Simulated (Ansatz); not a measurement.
Relaxed TaAs (NbAs type, space group I4_1md):

```
TaAs
1.0
   -1.73159     1.73159     5.86738
    1.73159    -1.73159     5.86738
    1.73159     1.73159    -5.86738
Ta As
2 2
Direct
  0.99912   0.99912   0.00000
  0.74912   0.24912   0.50000
  0.41688   0.41688   0.00000
  0.16688   0.66688   0.50000
```

Scan: atom 2 (Ta, nearest neighbour As at 2.622 Å; its periodic images, 3.5 Å or more away, move with it) is displaced along Cartesian z, direction (0.000, 0.000, 1.000) in Cartesian axes, by s. The other atoms stay.

Calculation: PBE (plane waves to 420 eV, PAW, scalar-relativistic; Ansatz, an electronic-structure program). k mesh 15×15×15 (Γ-centred), Fermi-Dirac smearing 0.05 eV. The energy includes the smearing's −TS. With partly filled bands, energies and forces of such displacements shift with the k mesh and the smearing. At this level the bands of TaAs touch or barely overlap. Spin-orbit coupling is left out, though Ta is heavy. TaAs is run without spin polarisation. TaAs was relaxed with its symmetry unable to fall. The PAW data are Ansatz's earlier set. ΔE is measured from the undisplaced structure. The last digit holds for this mesh only.

```csv
s (Å),ΔE (meV/cell)
-0.260,429.9
-0.208,284.2
-0.156,164.8
-0.104,75.4
-0.052,19.4
0.000,0.0
0.052,20.3
0.104,82.8
0.156,withheld
0.208,341.7
0.260,541.4
```

Fit a polynomial form (powers 2, 3, 4) to the given rows and predict ΔE at s = 0.156.

Least squares on the 10 given rows: ΔE = (7323)·s² + (3178)·s³ + (-2058)·s⁴, in meV/cell with s in Å; root-mean-square residual 0.13 meV/cell. At 0.156 the fit gives 189.1 meV/cell; the calculation gives 189.4 meV/cell, so the interpolation is off by -0.3 (-0.2 %). The quadratic term alone would give 178.2 meV/cell.

(A displaced cell: forces are minus the slopes of the energy, force constants its curvatures, and phonons follow from these.)
